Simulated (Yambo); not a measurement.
Yambo run on LiHS (space group Pmc2_1, No. 26). The wavefunctions come from this Quantum ESPRESSO step (PBEsol, PseudoDojo standard norm-conserving files, scalar-relativistic):

```
&CONTROL
  calculation = 'nscf'
  pseudo_dir = './pseudo'
  outdir = './out'
/
&SYSTEM
  ibrav = 0
  nat = 12
  ntyp = 3
  ecutwfc = 74.0
  ecutrho = 296.0
  occupations = 'fixed'
  force_symmorphic = .true.
  nbnd = 258
/
&ELECTRONS
  conv_thr = 1.2000000000000002e-08
  diago_full_acc = .true.
  diago_thr_init = 1e-08
/
ATOMIC_SPECIES
H 1.0080 H.upf
Li 6.9400 Li.upf
S 32.0600 S.upf
CELL_PARAMETERS angstrom
  6.101130000000   0.000000000000   0.000000000000
  0.000000000000   3.923420000000   0.000000000000
  0.000000000000   0.000000000000   7.832770000000
ATOMIC_POSITIONS crystal
H   0.000000000000   0.010520000000   0.934130000000
H   0.000000000000   0.989480000000   0.434130000000
H   0.500000000000   0.875030000000   0.499040000000
H   0.500000000000   0.124970000000   0.999040000000
Li   0.249840000000   0.496830000000   0.248520000000
Li   0.750160000000   0.503170000000   0.748520000000
Li   0.750160000000   0.496830000000   0.248520000000
Li   0.249840000000   0.503170000000   0.748520000000
S   0.000000000000   0.003150000000   0.762800000000
S   0.000000000000   0.996850000000   0.262800000000
S   0.500000000000   0.532970000000   0.499590000000
S   0.500000000000   0.467030000000   0.999590000000
K_POINTS automatic
2 4 1 0 0 0
```

Yambo input:

```
rim_cut
gw0
dyson
el_el_corr
HF_and_locXC
ppa
em1d
RandQpts= 1000000
RandGvec= 1 Ry
EXXRLvcs= 74 Ry
VXCRLvcs= 296 Ry
Chimod= "HARTREE"
% BndsRnXp
 5 | 257 |
%
NGsBlkXp= 7 Ry
% LongDrXp
 1.0 | 1.0 | 1.0 |
%
PPAPntXp= 27.2114 eV
% GbndRnge
 1 | 257 |
%
GTermKind= "BG"
DysSolver= "n"
ExtendOut
% QPkrange
 1 | 1 | 20 | 21 |
 3 | 3 | 20 | 21 |
 4 | 4 | 20 | 21 |
 6 | 6 | 20 | 21 |
%
```

k points by index: 1 = Γ, 3 = (0, -0.5, 0), 4 = (-0.5, 0, 0), 6 = (-0.5, -0.5, 0).

The o-*.qp file then holds:

```
#    K-point    Band    Eo [eV]    E [eV]    E-Eo [eV]    Vxc [eV]    Vnlxc [eV]    Sc|Eo [eV]    Sc|E [eV]    dSc/dw|Eo [eV]    Re(Z)    Im(Z)
#
    1    20    0.000000    -1.489834    -1.489834    -12.75609    -16.17019    1.551128    1.924259    -6.814585    0.799721    -0.001424
    1    21    3.366550    4.311818    0.945268    -8.914284    -4.480093    -3.294735    -3.488923    -5.589248    0.829597    -0.001368
    3    20    -0.504963    -2.083375    -1.578412    -12.49051    -16.21487    1.745212    2.145948    -6.907933    0.797533    -0.001575
    3    21    4.080877    4.960222    0.879345    -7.965077    -3.704861    -3.208380    -3.380871    -5.336845    0.836030    -0.001447
    4    20    -0.463371    -1.982564    -1.519192    -12.55397    -16.06563    1.611457    1.992463    -6.823920    0.799502    -0.001475
    4    21    3.815783    4.927661    1.111877    -9.626029    -4.968896    -3.305432    -3.545255    -5.868496    0.822594    -0.001461
    6    20    -0.421972    -1.996797    -1.574825    -12.56607    -16.28228    1.741838    2.141383    -6.903111    0.797646    -0.001551
    6    21    4.112423    5.258549    1.146126    -9.567869    -4.779871    -3.394805    -3.641872    -5.865205    0.822676    -0.001313
```
(The two width columns are left out.) Convergence of these settings isn't established.

Geometry of the Materials Project entry, not relaxed at this level.
